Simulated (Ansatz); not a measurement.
Below is a relaxed structure of InAs. It was relaxed at this level from a cell as deposited in COD.

Level of theory: Ansatz, DFT PBE, scalar-relativistic, plane waves, PAW. Cutoff 420 eV, Γ-centred mesh, Gaussian smearing, no spin polarisation.

```yaml
crystal:
  lattice:
    - [0.00000, 3.09335, 3.09335]
    - [3.09335, 0.00000, 3.09335]
    - [3.09335, 3.09335, 0.00000]
  atoms:
    - { symbol: In, position: [0.00000, 0.00000, 0.00000] }
    - { symbol: As, position: [0.75000, 0.75000, 0.75000] }
```

Formation energies are uncorrected and refer to the elements' standard structures at the same level.

(1) Find its symmetry and describe it.

(2) What is its formation energy per atom?

(3) Is it a metal?

## Answers

(1) F-43m (No. 216), the zinc blende type. Conventional cell: a = 6.187 Å. In is surrounded by 4 As at 2.68 Å; As has 4 In at 2.68 Å.

(2) −0.24 eV/atom. It lies below the elements, which doesn't yet make it stable against other compounds or structures.

(3) There is no gap on the 16×16×16 mesh, but valence and conduction bands meet within 0.015 eV, so at this level it has a zero gap rather than a metal's Fermi surface.

The last run used a 16×16×16 mesh for its 2-atom cell and Gaussian smearing of 0.10 eV. The zero gap may come from the functional, which often closes small gaps. The reference form of As is held partly by dispersion forces, which this level lacks. Symmetry constrained the relaxation, so the result can be a saddle point.
